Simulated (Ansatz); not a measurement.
## Fields on a plane of SrVO3 (cubic perovskite)

```xyz
5
Lattice="3.8407 0.0000 0.0000 0.0000 3.8407 0.0000 0.0000 0.0000 3.8407" Properties=species:S:1:pos:R:3 pbc="T T T"
Sr     0.0000     0.0000     0.0000
V      1.9203     1.9203     1.9203
O      0.0000     1.9203     1.9203
O      1.9203     1.9203     0.0000
O      1.9203     0.0000     1.9203
```

The slice is a {100} plane (indices of the conventional cell) through the point (0.500, 0.000, 0.500) (fractional), spanned by u = [100] and v = [010] in vectors of this cell: u (3.84 Å) and v (3.84 Å, at 90° to u). It covers one period; positions are fractions (u, v).

Atoms on it: V at (0.00, 0.50); O at (0.50, 0.50); O at (0.00, 0.00).

Level of theory: r2SCAN (plane waves to 500 eV, PAW, scalar-relativistic; Ansatz, a program for electronic structure). k mesh 12×12×12. Inside the PAW spheres the values are not all-electron values, and peaks at nuclei hang on which shells count as valence. Relaxed SrVO3 ends ferromagnetic. SrVO3 is run spin-polarised and with no Hubbard U. SrVO3 was relaxed with its symmetry unable to fall. The magnetic order is the one the run started from; other orders were not tried.

```
v \ u  0.00  0.12  0.25  0.38  0.50  0.62  0.75  0.88
-----  ----  ----  ----  ----  ----  ----  ----  ----
0.94      x     x  10.2  10.3   9.6  10.3  10.2     x
0.84      x     x  10.4  10.7  10.5  10.7  10.4     x
0.75   <2.0   2.3   8.4  10.5  10.2  10.5   8.4   2.3
0.66      x     x   4.3     x     x     x   4.3     x
0.56      x     x  <2.0     x     x     x  <2.0     x
0.47      x     x  <2.0     x     x     x  <2.0     x
0.38      x     x   2.3     x     x     x   2.3     x
0.28   <2.0  <2.0   7.2   9.8   9.7   9.8   7.2  <2.0
0.19      x   6.4   9.9  10.8  10.8  10.8   9.9   6.4
0.09      x     x  10.4  10.4   9.9  10.4  10.4     x
0.00      x     x  10.2  10.2   9.5  10.2  10.2     x
```

Values: electrostatic potential energy of an electron, from the cell's mean, in eV. Points within 0.8 Å of a nucleus are blanked (x), as the pseudised field means little there. Values under 2 eV are set to 2. The zero, the cell's mean, hangs on the PAW cores.

```
|xxxx@@@@#+-.         .-+#@@@@xxx|
|xxx@@@@%#=:.         .:=#%@@@@xx|
|xx@@@@@%*-.           .-*%@@@@@x|
|@@@@@@%*=:.           .:=*%@@@@@|
|@@@@@%#+-.    .....    .-+#%@@@@|
|%%%%#*+-.   ..:---:..   .-+*#%%%|
|+++==-:..  .:-=+++=-:.  ..:-==++|
|:::..... ..-=*#####*=-.. .....::|
|.....   ..-+*%%@@@%%*+-..   ....|
|==-:..  .:+#%@@@@@@@%#+:.  ..:-=|
|##*+=:. .-*%@@@@@@@@@%*-. .:=+*#|
|%%%%*=...=#@@@@@@@@@@@#=...=*%%%|
|xx@%%+:..=%@@@@xxx@@@@%=..:+%%@x|
|xxx@%*-.:+%@@@xxxxx@@@%+:.-*%@xx|
|xxxx%#=.:+%@@xxxxxxx@@%+:.=#%xxx|
|xxxx%#=.:+%@@xxxxxxx@@%+:.=#%xxx|
|xxxx%#=.:+%@@xxxxxxx@@%+:.=#%xxx|
|xxx@%*-.:+%@@@xxxxx@@@%+:.-*%@xx|
|xx@%%+:..=%@@@@xxx@@@@%=..:+%%@x|
|%%%%*=...=#@@@@@@@@@@@#=...=*%%%|
|##*+=:. .-*%@@@@@@@@@%*-. .:=+*#|
|==-:..  .:+#%@@@@@@@%#+:.  ..:-=|
|.....   ..-+*%%@@@%%*+-..   ....|
|:::..... ..-=*#####*=-.. .....::|
|+++==-:..  .:-=+++=-:.  ..:-==++|
|%%%%#*+-.   ..:---:..   .-+*#%%%|
|@@@@@%#+-.    .....    .-+#%@@@@|
|@@@@@@%*=:.           .:=*%@@@@@|
|xx@@@@@%*-.           .-*%@@@@@x|
|xxx@@@@%#=:.         .:=#%@@@@xx|
|xxxx@@@@#+-.         .-+#@@@@xxx|
|xxxx@@@@#+-.         .-+#@@@@xxx|
```
Scale: ten equal steps from 0.01 (start of ' ') to 0.83 (end of '@'), in the order ' .:-=+*#%@'. Values: electron localisation function (ELF). The map has 32 points along u (one character each, u = 0 at the left) and 32 along v (v = 0 in the bottom row). Points within 0.4 Å of a nucleus are blanked (x), as the pseudised field means little there.

The density on the V–O line (1.92 Å) at its midpoint is 0.73 e/Å³ and the ELF at that point is 0.19.
